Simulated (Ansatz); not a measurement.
HgTe (zinc blende)

```xyz
2
Lattice="0.0000 3.3253 3.3253 3.3253 0.0000 3.3253 3.3253 3.3253 0.0000" Properties=species:S:1:pos:R:3 pbc="T T T"
Te     4.9880     4.9880     4.9880
Hg     0.0000     0.0000     0.0000
```

In each cell atom 1 (Te, nearest neighbour Hg at 2.880 Å; its periodic images, 4.7 Å or more away, move with it) moves by s·(1.000, 0.000, 0.000) (along Cartesian x), the rest being held.

These are PBE (plane waves to 420 eV, PAW, scalar-relativistic; Ansatz, a quantum-chemistry and plane-wave program) values and carry that method's errors. k mesh 10×10×10 (Γ-centred), Fermi-Dirac smearing 0.05 eV. E stands for the smeared free energy. With partly filled bands, energies and forces of such displacements shift with the k mesh and the smearing. At this level the bands of HgTe touch or barely overlap. HgTe was relaxed with its symmetry unable to fall. Spin-orbit coupling is left out, though Hg and Te are heavy. The relaxed volume of HgTe is well above the measured one; the method has no dispersion term. The zero of ΔE is the undisplaced structure. The last digit holds for this mesh only.

```tsv
s (Å)	ΔE (meV/cell)
-0.860	960.0
-0.688	609.7
-0.516	342.6
-0.344	withheld
-0.172	39.2
0.000	0.0
0.172	39.2
0.344	withheld
0.516	342.6
0.688	609.7
0.860	960.0
```

Fit an even polynomial form (powers 2, 4, 6) to the given rows and predict ΔE at s = -0.344.

Least squares on the 9 given rows: ΔE = (1298)·s² + (-61.99)·s⁴ + (83.02)·s⁶, in meV/cell with s in Å; root-mean-square residual 0.47 meV/cell. At -0.344 the fit gives 152.9 meV/cell; the calculation gives 154.1 meV/cell, so the interpolation is off by -1.2 (-0.8 %). The quadratic term alone would give 153.6 meV/cell.

(A displaced cell: forces are minus the slopes of the energy, force constants its curvatures, and phonons follow from these.)
